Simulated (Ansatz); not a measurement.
TiAl$_{3}$ (Cu3Au type, Pm-3m), a = b = c = 3.948 Å, α = β = γ = 90.00°.

Relaxed with PBEsol.

Problem. Which orbitals make up the states near the Fermi level in PBEsol in the plane-wave PAW code Ansatz?

Solution. Within 0.5 eV of the Fermi level: Ti 3d 59 %, Al 3p 26 %, Al 3s 7 %. Projections are on Löwdin-orthogonalised atomic valence shells; empty p or d shells of many metals are not among them.

Problem. Tabulate the density of states.

Solution. States/eV per cell of 4 atoms, in 0.25 eV bins, energy from the Fermi level.

| E (eV) | total | Al 3p | Ti 3d | Al 3s |
|---|---|---|---|---|
| -7.85 | 0.69 | 0.37 | 0.04 | 0.23 |
| -7.60 | 0.78 | 0.42 | 0.05 | 0.24 |
| -7.35 | 0.77 | 0.42 | 0.05 | 0.23 |
| -7.10 | 0.75 | 0.41 | 0.04 | 0.22 |
| -6.85 | 0.80 | 0.43 | 0.04 | 0.23 |
| -6.60 | 0.88 | 0.48 | 0.05 | 0.27 |
| -6.35 | 1.08 | 0.58 | 0.06 | 0.34 |
| -6.10 | 1.19 | 0.63 | 0.08 | 0.40 |
| -5.85 | 1.27 | 0.65 | 0.10 | 0.45 |
| -5.60 | 1.28 | 0.62 | 0.13 | 0.47 |
| -5.35 | 1.27 | 0.59 | 0.16 | 0.47 |
| -5.10 | 1.27 | 0.57 | 0.20 | 0.46 |
| -4.85 | 1.16 | 0.58 | 0.18 | 0.35 |
| -4.60 | 1.06 | 0.56 | 0.17 | 0.28 |
| -4.35 | 1.18 | 0.66 | 0.19 | 0.27 |
| -4.10 | 1.41 | 0.84 | 0.22 | 0.27 |
| -3.85 | 1.51 | 0.90 | 0.26 | 0.26 |
| -3.60 | 1.59 | 0.98 | 0.30 | 0.24 |
| -3.35 | 1.87 | 1.19 | 0.38 | 0.23 |
| -3.10 | 1.98 | 1.26 | 0.46 | 0.20 |
| -2.85 | 2.10 | 1.30 | 0.57 | 0.17 |
| -2.60 | 2.35 | 1.38 | 0.74 | 0.17 |
| -2.35 | 2.84 | 1.58 | 1.05 | 0.15 |
| -2.10 | 2.95 | 1.59 | 1.17 | 0.14 |
| -1.85 | 1.96 | 0.95 | 0.86 | 0.10 |
| -1.60 | 1.48 | 0.65 | 0.71 | 0.09 |
| -1.35 | 1.41 | 0.55 | 0.74 | 0.08 |
| -1.10 | 1.47 | 0.54 | 0.81 | 0.08 |
| -0.85 | 1.42 | 0.49 | 0.80 | 0.08 |
| -0.60 | 1.24 | 0.41 | 0.71 | 0.07 |
| -0.35 | 1.05 | 0.31 | 0.57 | 0.10 |
| -0.10 | 2.07 | 0.48 | 1.24 | 0.18 |
| 0.15 | 2.96 | 0.71 | 1.79 | 0.21 |
| 0.40 | 2.73 | 0.74 | 1.58 | 0.16 |
| 0.65 | 3.18 | 0.82 | 1.89 | 0.15 |
| 0.90 | 5.16 | 0.79 | 3.45 | 0.21 |
| 1.15 | 5.17 | 0.72 | 4.02 | 0.12 |
| 1.40 | 1.56 | 0.35 | 0.86 | 0.11 |
| 1.65 | 1.91 | 0.42 | 0.76 | 0.31 |
| 1.90 | 2.38 | 0.66 | 0.89 | 0.41 |
| 2.15 | 2.57 | 0.69 | 0.96 | 0.49 |
| 2.40 | 1.69 | 0.34 | 0.55 | 0.49 |
| 2.65 | 2.91 | 0.54 | 1.31 | 0.79 |
| 2.90 | 3.01 | 0.66 | 1.19 | 0.89 |
| 3.15 | 3.37 | 1.04 | 1.07 | 0.90 |
| 3.40 | 2.81 | 1.11 | 0.71 | 0.60 |
| 3.65 | 1.81 | 0.75 | 0.43 | 0.33 |
| 3.90 | 1.38 | 0.56 | 0.30 | 0.24 |
| 4.15 | 1.78 | 0.65 | 0.32 | 0.42 |
| 4.40 | 2.14 | 0.86 | 0.35 | 0.45 |
| 4.65 | 2.08 | 0.90 | 0.31 | 0.43 |

The first step of the workflow began from a Materials Project structure, measured or hypothetical; the Crystallography Open Database copy checked does not list it. Whether it is the stable phase at ambient conditions was not checked. The PBEsol relaxation kept the symmetry of its start; whether a distortion lowers the energy is not shown. No spin polarisation was allowed.

Potentials: the later of the program's two PAW sets.
